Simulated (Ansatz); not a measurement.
Starting cell, CsPbCl$_{3}$ (cubic perovskite):

```
CsPbCl3
1.0
    5.61876     0.00000     0.00000
    0.00000     5.61876     0.00000
    0.00000     0.00000     5.61876
Cs Pb Cl
1 1 3
Direct
  0.00000   0.00000   0.00000
  0.50000   0.50000   0.50000
  0.00000   0.50000   0.50000
  0.50000   0.50000   0.00000
  0.50000   0.00000   0.50000
```

In each cell atom 2 (Pb, nearest neighbour Cl at 2.809 Å; its periodic images, 5.6 Å or more away, move with it) moves by s·(0.000, 0.000, 1.000) (along Cartesian z), the rest being held.

These are PBEsol (plane waves to 420 eV, PAW, scalar-relativistic; Ansatz, a program for electronic structure) values and carry that method's errors. k mesh 5×5×5 (Γ-centred), Fermi-Dirac smearing 0.05 eV. Energies are smeared free energies. CsPbCl3 was relaxed with its symmetry unable to fall. Spin-orbit coupling is left out, though Pb is heavy. The PAW data are Ansatz's earlier set. This is a high-temperature form of CsPbCl3. ΔE is measured from the undisplaced structure.

The scan covers s from -0.560 to 0.560 Å in 11 points.

**Question.** Is the energy the same for equal positive and negative displacements?

**Answer.** Even: the same for both signs. With its periodic images moving along, the atom's site symmetry in this cell is m-3m.

**Question.** What is the energy change at s = 0.560 Å?

**Answer.** 918 meV/cell.

**Question.** What force acts on the atom along the line at s = -0.560 Å?

**Answer.** 5.23 eV/Å.

**Question.** What is the force constant k = d²E/ds² of this move at s = 0?

**Answer.** 2.51 eV/Å².

(For displaced atoms, the force is minus the slope of the energy, and its curvature is a force constant, which sets phonon frequencies.)
